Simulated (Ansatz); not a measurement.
Relaxed SiO₂ (rutile):

```xyz
6
Lattice="4.1852 0.0000 0.0000 0.0000 4.1852 0.0000 0.0000 0.0000 2.6688" Properties=species:S:1:pos:R:3 pbc="T T T"
Si     2.0926     2.0926     1.3344
Si     0.0000     0.0000     0.0000
O      3.3737     3.3737     1.3344
O      1.2811     2.9041     0.0000
O      2.9041     1.2811     0.0000
O      0.8115     0.8115     1.3344
```

The numbers are results of r2SCAN (plane waves to 500 eV, PAW, scalar-relativistic; Ansatz, a program for electronic structure), not measurements. k mesh 7×7×10 (Γ-centred), Fermi-Dirac smearing 0.05 eV. SiO2 was relaxed with its symmetry unable to fall.

One atom of the cell was then moved (with its periodic images), all else fixed, and the forces (eV/Å) came out as:

```tsv
atom	Fx	Fy	Fz
Si1	-1.337	-1.337	0.000
Si2	4.688	4.688	0.000
O3	-9.132	-9.132	0.000
O4	1.867	0.039	0.000
O5	0.039	1.867	0.000
O6	3.875	3.875	0.000
```

Problem. Which atom was moved, and by which vector (Å)?

Solution. O3, by (0.25, 0.25, 0.00), 0.35 Å in all.

(A displaced cell: forces are minus the slopes of the energy, force constants its curvatures, and phonons follow from these.)
